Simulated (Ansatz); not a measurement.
Ca₂H₃Br:
```
Ca2H3Br
1.0
    3.89325     0.00000     0.00000
   -1.94662     3.37165     0.00000
    0.00000     0.00000     6.85493
Ca H Br
2 3 1
Direct
  0.66667   0.33333   0.18502
  0.33333   0.66667   0.81498
  0.66667   0.33333   0.85117
  0.33333   0.66667   0.14883
  0.00000   0.00000   0.00000
  0.00000   0.00000   0.50000
```

Relaxed with r²SCAN. Special points in fractions of this cell's reciprocal vectors: Γ (0.000, 0.000, 0.000); M (0.500, 0.000, 0.000); K (0.333, 0.333, 0.000); A (0.000, 0.000, 0.500); L (0.500, 0.000, 0.500); H (0.333, 0.333, 0.500).

### Question
List the band energies nearest the valence-band maximum at these points for plane-wave PAW r²SCAN (Ansatz code).

### Answer
In eV from the valence-band maximum; about four levels below and three above (degenerate sets whole), none deeper than 8.9 eV; points with the same levels are listed once.

```
k                    below                above
-  -----------------------  -------------------
Γ  -3.95 -3.95 -3.14 -0.18  2.77 2.77 2.84 2.84
M  -4.47 -4.26 -3.82 -3.38       2.81 3.25 3.33
K  -5.22 -3.75 -3.66 -3.66       2.33 2.33 3.38
A   -4.21 -3.96 -3.96 0.00       2.54 2.55 2.55
L  -4.46 -4.29 -3.97 -3.02       2.18 2.69 2.93
H  -5.36 -3.84 -3.84 -3.48       3.02 3.02 3.11
```

Space group P-3m1. The workflow started from a Materials Project entry (that database holds measured and hypothetical structures alike); the Crystallography Open Database copy checked does not list it. Whether it is the stable phase at ambient conditions was not checked. The r²SCAN relaxation kept the symmetry of its start; its stability against distortions is not shown here. Spin–orbit coupling is left out wherever it is not named.

Potentials: the later of the program's two PAW sets.
